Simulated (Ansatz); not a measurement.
Ta2O5:
```
Ta2O5
1.0
    3.83946     0.00000     0.00000
    0.00000     3.85986     0.00000
   -1.91608     0.00000     6.50390
Ta O
2 5
Cartesian
  0.96317   0.00000   5.15201
  0.96020   0.00000   1.35189
  0.96439   1.92993   5.19703
  0.95898   1.92993   1.30687
 -0.95617   0.00000   5.66022
  2.87954   0.00000   0.84367
  0.96169   0.00000   3.25195
```

Relaxed with PBEsol. Special points in fractions of this cell's reciprocal vectors: Γ (0.000, 0.000, 0.000); Z (0.000, 0.500, 0.000); D (0.000, 0.500, 0.500); B (0.000, 0.000, 0.500); A (-0.500, 0.000, 0.500); E (-0.500, 0.500, 0.500); C2 (-0.500, 0.500, 0.000); Y2 (-0.500, 0.000, 0.000).

### Question
List the band energies nearest the valence-band maximum at these points for the program Ansatz at the PBEsol level (PAW).

### Answer
In eV from the valence-band maximum; about four levels below and three above (degenerate sets whole), none deeper than 8.9 eV; points with the same levels are listed once.

```tsv
k	below	above
Γ	-0.90 -0.80 -0.59 -0.58	2.20 2.63 2.81
Z	-2.38 -1.83 -1.66 -0.29	4.31 5.50 5.71
D	-2.26 -1.81 -1.35 -0.30	4.15 5.48 5.52
B	-0.90 -0.87 -0.77 -0.75	2.16 2.67 2.76
A	-1.16 -1.11 -0.93 -0.74	2.52 3.16 4.00
E	-1.96 -0.64 -0.11 0.00	3.24 5.05 5.61
C2	-1.96 -0.64 -0.11 0.00	3.24 5.05 5.62
Y2	-1.16 -1.12 -0.93 -0.74	2.52 3.16 4.01
```

Space group Cmmm. The first step of the workflow began from a Materials Project structure, measured or hypothetical; the Crystallography Open Database copy checked does not list it. COD files the formula under space group No. 49, so this cell is another polymorph or a model. Whether it is the stable phase at ambient conditions was not checked. The cell was relaxed with PBEsol under the symmetry of its start; of distortions, only those at the zone centre were tested, and some modes there are weakly imaginary. The run is not spin-polarised. Point labels and valley counts follow the cell and symmetry of the run, lower than the named group. Scalar-relativistic: spin–orbit coupling is off unless named, which matters more the heavier the elements.

Potentials: the later of the program's two PAW sets.
